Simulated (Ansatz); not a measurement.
Starting cell, TiN (rock salt):

```yaml
crystal:
  lattice:
    - [0.00000, 2.10193, 2.10193]
    - [2.10193, 0.00000, 2.10193]
    - [2.10193, 2.10193, 0.00000]
  atoms:
    - { symbol: N, position: [0.00000, 0.00000, 0.00000] }
    - { symbol: Ti, position: [0.50000, 0.50000, 0.50000] }
```

In each cell atom 1 (N, nearest neighbour Ti at 2.102 Å; its periodic images, 3.0 Å or more away, move with it) moves by s·(0.707, 0.707, 0.000) (along Cartesian [110]), the rest being held.

The numbers are results of PBEsol (plane waves to 420 eV, PAW, scalar-relativistic; Ansatz, an electronic-structure program), not measurements. k mesh 15×15×15 (Γ-centred), Fermi-Dirac smearing 0.05 eV. The energy includes the smearing's −TS. With partly filled bands, energies and forces of such displacements shift with the k mesh and the smearing. The PAW data are Ansatz's earlier set. TiN is run without spin polarisation. TiN was relaxed with its symmetry unable to fall. ΔE is measured from the undisplaced structure. The last digit holds for this mesh only.

```
s (Å)   ΔE (meV/cell)
------  -------------
-0.420          994.1
-0.336          643.4
-0.252          362.7
-0.168          161.0
-0.084       withheld
0.000             0.0
0.084        withheld
0.168           161.0
0.252           362.7
0.336           643.4
0.420           994.1
```

Question: Fit an even polynomial form (powers 2, 4, 6) to the given rows and predict ΔE at s = 0.084.

Answer: Least squares on the 9 given rows: ΔE = (5683)·s² + (864.6)·s⁴ + (-6437)·s⁶, in meV/cell with s in Å; root-mean-square residual 0.05 meV/cell. At 0.084 the fit gives 40.1 meV/cell; the calculation gives 40.4 meV/cell, so the interpolation is off by -0.3 (-0.7 %). The quadratic term alone would give 40.1 meV/cell.

(A displaced cell: forces are minus the slopes of the energy, force constants its curvatures, and phonons follow from these.)
